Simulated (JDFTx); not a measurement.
Reference run:

Ir(110) slab cut from bulk Ir (space group Fm-3m, indices of the conventional cell, lattice of the Materials Project entry mp-101, not re-optimised): 5 atoms in 5 planes, a 1x1 cell of 10.50 Å² (|a| = 3.854, |b| = 2.725 Å), 5.5 Å between the outermost planes, cell height 21.5 Å, 6×8×1 k mesh, Fermi smearing 0.01 Ha, no spin polarisation.

The reference is PBE, GBRV ultrasoft potentials, plane waves to 20/100 Ha; code: JDFTx (a modified build). Unrelaxed; liquid: CANDLE, water, 1 M NaF. Potentials refer to SHE, placed 4.44 V below the bulk liquid's zero by convention.

| run | F per atom, vacuum (eV) | TS per atom (eV) | k states | plane waves per k | work function (eV) | U_pzc (V) |
|---|---|---|---|---|---|---|
| run 1 | -2080.651 | 1.229 | 20 | 6506 | 5.09 | 0.33 |
| run 2 (reference) | -2080.162 | 0.350 | 20 | 6506 | 5.04 | 0.29 |
| run 3 | -2080.028 | 0.091 | 20 | 6506 | 5.01 | 0.25 |
| run 4 | -2079.999 | 0.032 | 20 | 6506 | 4.98 | 0.23 |

One setting differs between these runs. Which?
A. functional
B. Fermi smearing width
C. density cutoff alone
D. cell height

B, Fermi smearing width. The values, in order: 0.02 Ha; 0.01 Ha; 0.005 Ha; 0.003 Ha.
